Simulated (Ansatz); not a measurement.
ScF₃:
```
ScF3
1.0
    3.97296     0.00000     0.00000
    0.00000     3.97296     0.00000
    0.00000     0.00000     3.97296
Sc F
1 3
Cartesian
  0.00000   0.00000   0.00000
  0.00000   0.00000   1.98648
  1.98648   0.00000   0.00000
  0.00000   1.98648   0.00000
```

Relaxed with LDA. Special points in fractions of this cell's reciprocal vectors: Γ (0.000, 0.000, 0.000); X (0.000, 0.500, 0.000); M (0.500, 0.500, 0.000); R (0.500, 0.500, 0.500).

Task: List the band energies nearest the valence-band maximum at these points for the program Ansatz at the LDA level (PAW).

Result: In eV from the valence-band maximum; about four levels below and three above (degenerate sets whole), none deeper than 8.9 eV; points with the same levels are listed once.

```csv
k,below,above
Γ,-0.62 -0.62 -0.62 -0.54 -0.54 -0.54,6.36 6.36 6.36
X,-1.23 -1.23 -0.75 -0.56 -0.56,6.41 7.34 7.34
M,-1.20 -1.20 -1.01 -1.01 -0.01,7.38 7.38 8.06
R,-2.40 -2.40 -2.40 0.00 0.00 0.00,8.11 8.11 8.11
```

Space group Pm-3m (ReO3 type). The workflow started from a Materials Project entry (that database holds measured and hypothetical structures alike); the Crystallography Open Database files this formula in space group No. 221, but the cells were not matched. Whether it is the stable phase at ambient conditions was not checked. The cell was relaxed with LDA under the symmetry of its start; phonons on a q-mesh show weakly imaginary modes. No spin polarisation was allowed.

Potentials: the later of the program's two PAW sets.
